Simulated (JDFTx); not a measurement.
Computed with JDFTx (a modified build): PBE, GBRV ultrasoft potentials, plane waves to 20/100 Ha. Thin symmetric metallic slabs (1×1 cells, outer atoms relaxed in vacuum, lattices and polymorphs of Materials Project entries, Fermi smearing 0.01 Ha) in vacuum and in linear PCM (GLSSA13), water with 0.5 to 2 M salt. The electron chemical potential μ is absolute (zero in the bulk liquid) and is turned into a potential by U = −μ/e − 4.44 V vs SHE, a convention. The model has bare, unreconstructed faces and no explicit solvent. Convergence in thickness and k mesh wasn't tested for this slab.

```
surface                                        work function W (eV)  U_pzc (V vs SHE)
---------------------------------------------  --------------------  ----------------
Cd(0001), Cd outermost, 9 Å (P6_3/mmc, mp-94)                  3.79             -0.94
Al(100), Al outermost, 6 Å (Fm-3m, mp-134)                     4.29             -0.41
Ag(111), Ag outermost, 5 Å (Fm-3m, mp-124)                        …                 …
Rh(100), Rh outermost, 6 Å (Fm-3m, mp-74)                      5.03              0.34
Ir(100), Ir outermost, 6 Å (Fm-3m, mp-101)                        …                 …
```

Problem. Complete the blanks.

Solution. 
- Ag(111), Ag outermost, 5 Å (Fm-3m, mp-124), work function W (eV): 4.58
- Ag(111), Ag outermost, 5 Å (Fm-3m, mp-124), U_pzc (V vs SHE): -0.12
- Ir(100), Ir outermost, 6 Å (Fm-3m, mp-101), work function W (eV): 5.49
- Ir(100), Ir outermost, 6 Å (Fm-3m, mp-101), U_pzc (V vs SHE): 0.82
